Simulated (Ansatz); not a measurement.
RuB2 (space group Pmmn)

```
CELL_PARAMETERS angstrom
      2.84949     0.00000     0.00000
      0.00000     4.62569     0.00000
      0.00000     0.00000     4.02364
ATOMIC_POSITIONS crystal
  B  0.00000 0.80386 0.36259
  B  0.00000 0.19614 0.36259
  B  0.50000 0.69614 0.63741
  B  0.50000 0.30386 0.63741
  Ru 0.00000 0.00000 0.84873
  Ru 0.50000 0.50000 0.15127
```

This relaxed cell (volume V₀) is scaled evenly in all directions, its shape held. The atoms relax within the cell's symmetry.

Level of theory: PBEsol (plane waves to 420 eV, PAW, scalar-relativistic; Ansatz, a quantum-chemistry and plane-wave program). k mesh 16×10×12 (Γ-centred), Fermi-Dirac smearing 0.05 eV. The energy includes the smearing's −TS. Stress and pressure are positive under compression. RuB2 is run without spin polarisation. RuB2 was relaxed with its symmetry unable to fall. The zero of ΔE is the relaxed starting cell.

| V (Å³/atom) | P (GPa) | ΔE (meV/atom) |
|---|---|---|
| 7.425 | 77.0 | 293 |
| 7.708 | 56.0 | 176 |
| 7.991 | 38.3 | [?] |
| 8.273 | [?] | 39 |
| 8.556 | 10.7 | 9 |
| 8.839 | 0.0 | 0 |
| 9.122 | -9.0 | 8 |
| 9.405 | -16.6 | [?] |
| 9.688 | -23.0 | 66 |
| 9.971 | -28.3 | [?] |
| 10.253 | -32.6 | 165 |

Fill in the missing entries.


- 7.991, ΔE (meV/atom): 93
- 8.273, P (GPa): 23.3
- 9.405, ΔE (meV/atom): 31
- 9.971, ΔE (meV/atom): 112

(A scan under strain: stresses follow from slopes of the energy per volume, elastic moduli from its curvatures.)
